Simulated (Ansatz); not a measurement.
This Al₄As structure is the end of a relaxation. The cell was found from a structure generator's guess, not taken from experiment.

All numbers below come from Ansatz, DFT PBE, scalar-relativistic, plane waves, PAW. Cutoff 420 eV, Γ-centred mesh, Gaussian smearing, no spin polarisation.

```yaml
crystal:
  lattice:
    - [3.88602, 0.00000, 0.00000]
    - [0.00000, 3.88602, 0.00000]
    - [0.00000, 0.00000, 6.69477]
  atoms:
    - { symbol: Al, position: [0.50000, 0.00000, 0.29572] }
    - { symbol: Al, position: [0.00000, 0.50000, 0.70428] }
    - { symbol: Al, position: [0.50000, 0.00000, 0.70428] }
    - { symbol: Al, position: [0.00000, 0.50000, 0.29572] }
    - { symbol: As, position: [0.00000, 0.00000, 0.00000] }
```

The zero of energy is the elements' standard structures at the same level; no fitted shifts are applied.

(1) What space group does it have?

(2) What is its formation energy per atom?

(3) Is it a metal?

(4) From what recipe could a structure generator have reached it?

## Answers

(1) P4/mmm (No. 123). Conventional cell: a = 3.886 Å, c = 6.695 Å. Al is surrounded by 5 Al at 2.74–2.75 Å and 2 As at 2.77 Å; As is surrounded by 8 Al at 2.77 Å.

(2) +0.18 eV/atom. The separate elements lie lower, so it is unstable against them.

(3) Yes, bands cross the Fermi level on the 10×10×6 mesh.

(4) One such recipe: ordered vacancies on the anion sites of antifluorite (P4/mmm, No. 123). Other recipes can lead to the same cell.

The last run used a 10×10×6 mesh (in the run's order of axes) for its 5-atom cell and Gaussian smearing of 0.10 eV. The cell is a metal run without spin; a magnetic state may lie lower. The reference form of As is held partly by dispersion forces, which this level lacks. A structure relaxed within its symmetry needn't be a true minimum.
